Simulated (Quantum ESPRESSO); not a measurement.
# Ti2ZrO4F4: a curve over one atom's position

A calculation, not a measurement. The program is pw.x of Quantum ESPRESSO 7.5 (plane-wave density functional theory). The cell is made up: 11 atoms on a fluorite lattice with one site empty, with randomly drawn elements, strain and displacements, not relaxed. PseudoDojo standard norm-conserving files (v0.5 for PBE, v0.4.1 for LDA and PBEsol) set the functional; there is no spin polarisation, spin-orbit coupling or dispersion term, and the masses in the input are unused placeholders. A spin-polarised start on this cell or one of its family kept no moment.

Seven runs move atom 2 (Zr, counted in the order of the input) along x and keep all else fixed.

Input of the run at -0.0238:

```
&control calculation='scf', pseudo_dir='./dojo.nc.sr.pbe.v0_5.standard.upf', outdir='./o', disk_io='low', tprnfor=.true., tstress=.true. /
&system ibrav=0, nat=11, ntyp=4, nbnd=50, ecutwfc=84.00895049, nosym=.true., tot_charge=0,
 occupations='smearing', smearing='fd', degauss=0.0018374661
/
&electrons conv_thr=7.350e-09, electron_maxstep=60, /
ATOMIC_SPECIES
F 1.0 F.upf
O 1.0 O.upf
Ti 1.0 Ti.upf
Zr 1.0 Zr.upf
CELL_PARAMETERS angstrom
4.9746 -0.0114 0.0151
-0.0114 4.9788 0.0115
0.0151 0.0115 4.8154
ATOMIC_POSITIONS angstrom
Ti 0.1716 0.022 -0.0258
Zr 2.4337 0.0783 2.36
Ti 2.3794 2.5485 0.1364
O 1.268 1.148 1.1219
F 1.3087 1.2145 3.6429
O 1.2326 3.7223 1.0965
F 1.3374 3.9217 3.6586
O 3.6557 1.2893 1.2539
F 3.8545 1.241 3.6538
F 3.6853 3.7692 1.1651
O 3.6588 3.7694 3.5144
K_POINTS automatic
5 5 5 1 1 1
```

```
shift of atom 2 along x (Å)  free energy less that of the input shown (eV)  Fx on atom 2 (eV/Å)  Fy on atom 2 (eV/Å)  Fz on atom 2 (eV/Å)  pressure (GPa)  next band up at Gamma (eV)  iterations
                    -0.0891                                         0.3292                5.614               -0.675               -2.276            7.71                       0.795          21
                    -0.0705                                         0.2278                5.290               -0.636               -2.141            7.47                       0.820          21
                    -0.0238                                         0.0000                4.464               -0.551               -1.799            6.98                       0.884          21
                    +0.0263                                        -0.2007                3.541               -0.483               -1.430            6.67                       0.955          20
                    +0.0526                                        -0.2872                3.035               -0.456               -1.236            6.58                       0.993          20
                    +0.0974                                        -0.4031                2.129               -0.424               -0.905            6.58                       1.055          19
```

Question: one run is left out of the table, at -0.0399. Estimate its Fx on atom 2 (eV/Å).

Answer: 4.751. The whole row:

| shift of atom 2 along x (Å) | free energy less that of the input shown (eV) | Fx on atom 2 (eV/Å) | Fy on atom 2 (eV/Å) | Fz on atom 2 (eV/Å) | pressure (GPa) | next band up at Gamma (eV) | iterations |
| --- | --- | --- | --- | --- | --- | --- | --- |
| -0.0399 | 0.0742 | 4.751 | -0.578 | -1.917 | 7.13 | 0.861 | 22 |

A cubic fit gives dFx/dx = -18.38 eV/Å² at zero shift. Across the table the free energy follows the integral of the force to within 0.1 meV. A rerun of one of the cells at 1467 eV and a 7 x 7 x 7 mesh moved values by no more than 0.004 eV in energy, 0.04 GPa in stress and 0.002 eV/Å in force. The band column is the level of band 45 at Gamma less that of band 44, whose number is half the electron count, rounded up; it comes from a band step after each run.